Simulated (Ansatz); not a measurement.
## Property card for TmB2

TmB$_{2}$:
```xyz
3
Lattice="3.2502 0.0000 0.0000 -1.6251 2.8148 0.0000 0.0000 0.0000 3.7739" Properties=species:S:1:pos:R:3 pbc="T T T"
B      0.0000     1.8765     1.8870
B      1.6251     0.9383     1.8870
Tm     0.0000     0.0000     0.0000
```
The run is spin-polarised; directions of the spins, atom by atom: 0 0 ↑.

Space group P6/mmm (No. 191); conventional cell a = b = 3.2502 Å, c = 3.7739 Å, α = β = 90.00°, γ = 120.00°.

Method: plane-wave PAW r²SCAN (Ansatz code). Structure relaxed to zero pressure with the same functional. Other levels are named where they apply.

Cell and energy:

```
Property             Result
---------------  ----------
Volume per atom    11.51 Å³
Density          9.16 g/cm³
```

Electronic structure:

```
Item                                                                        Result
------------------------------------  --------------------------------------------
Electronic character                                             metallic (no gap)
Density of states at the Fermi level  0.64 states/eV per atom (mean over ±0.08 eV)
```

Magnetism:

```
Quantity                   Value
--------------  ----------------
Magnetic order     ferromagnetic
Net moment      0.61 μB per atom
```

The workflow started from an entry of the Crystallography Open Database (COD). Its standing as an ambient phase is unchecked. The cell was relaxed with r²SCAN under the symmetry of its start; its stability against distortions is not shown here. The final state is ferromagnetic, the only order run, not a proven ground state. The cell computed holds one magnetic atom, so no antiferromagnetic order was within reach. The 4f shell is in the valence, and the state reached may lie above the lowest one. Other orbital occupations within this spin state were not tried. No Hubbard U is applied. Spin–orbit coupling is left out wherever it is not named.

Potentials: the later of the program's two PAW sets.
